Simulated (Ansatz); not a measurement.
TlBr:
```cif
data_Br4Tl4
_chemical_formula_sum 'Tl4 Br4'
_space_group_name_H-M_alt 'Fm-3m'
_space_group_IT_number 225
_space_group_name_Hall '-F 4 2 3'
_cell_length_a 6.42089
_cell_length_b 6.42089
_cell_length_c 6.42089
_cell_angle_alpha 90.000
_cell_angle_beta 90.000
_cell_angle_gamma 90.000
loop_
_atom_site_label
_atom_site_type_symbol
_atom_site_symmetry_multiplicity
_atom_site_Wyckoff_symbol
_atom_site_fract_x
_atom_site_fract_y
_atom_site_fract_z
_atom_site_occupancy
Tl1 Tl 4 a 0.00000 0.00000 0.00000 1
Br1 Br 4 b 0.50000 0.50000 0.50000 1
```
(The calculation used a cell of 2 atoms; values per cell refer to that cell.)

Relaxed with LDA. LDA in the plane-wave PAW code Ansatz gives a gap of 1.49 eV.

Problem. What gap does HSE06 give on the same cell (Ansatz, PAW)?

Solution. 2.31 eV, 0.82 eV more. The hybrid was solved on a coarser mesh and at special points; its gap is the smallest among all of these.

```tsv
k	v1 LDA	c1 LDA	v1 HSE06	c1 HSE06
Γ	-2.21	6.19	[?]	[?]
X	-2.88	5.17	[?]	[?]
L	0.00	1.49	0.00	2.31
W	-1.11	3.49	[?]	[?]
K	-1.77	3.81	[?]	[?]
```

Problem. Top valence (v1) and lowest conduction level (c1) in eV from each method's valence maximum (which need not be a listed point): supply the withheld HSE06 values.

Solution. 
- Γ, v1 HSE06: -2.68
- Γ, c1 HSE06: 7.27
- W, v1 HSE06: -1.33
- W, c1 HSE06: 4.39
- K, v1 HSE06: -1.94
- K, c1 HSE06: 4.68
- X, v1 HSE06: -3.36
- X, c1 HSE06: 6.02

Cost on shared cores: the LDA run (SCF on a 8×8×8 mesh, then bands and DOS) around 12 core-seconds (rough), the HSE06 run (SCF on 6×6×6, then a few points) about 2.1 core-minutes (a rough figure); the tasks are unlike.

The workflow started from a Materials Project entry (that database holds measured and hypothetical structures alike); the Crystallography Open Database copy checked does not list it. COD files the formula under space group No. 221, so this cell is another polymorph or a model. Its standing as an ambient phase is unchecked. Symmetry was held in the LDA relaxation; whether a distortion lowers the energy is not shown. Spin–orbit coupling is left out wherever it is not named.

Potentials: the later of the program's two PAW sets.
